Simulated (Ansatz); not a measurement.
ZnS:
```xyz
4
Lattice="3.7823 0.0000 0.0000 -1.8912 3.2756 0.0000 0.0000 0.0000 6.2073" Properties=species:S:1:pos:R:3 pbc="T T T"
Zn     1.8912     1.0919     6.2053
Zn     0.0000     2.1837     3.1017
S      1.8912     1.0919     3.8828
S      0.0000     2.1837     0.7791
```

This is the PBEsol-relaxed structure. Cartesian axes are those of the cell as given.

Question: All from DFT-PBEsol in the program Ansatz with PAW potentials, unless another level is named. Estimate the HSE06 gap on the PBEsol cell.

Answer: 3.53 eV.

Question: What about the band gap?

Answer: 2.15 eV (direct).

Question: Predict the hole effective mass, band 1 of 2 at the edge.

Answer: 1.5 along x, 1.5 along z (mₑ).

Question: Give the weight of the conduction-edge state by species (Voronoi cells).

Answer: Zn 57 %, S 43 %.

Space group P6_3mc (wurtzite). The PBEsol relaxation kept the symmetry of its start.

Potentials: the later of the program's two PAW sets.
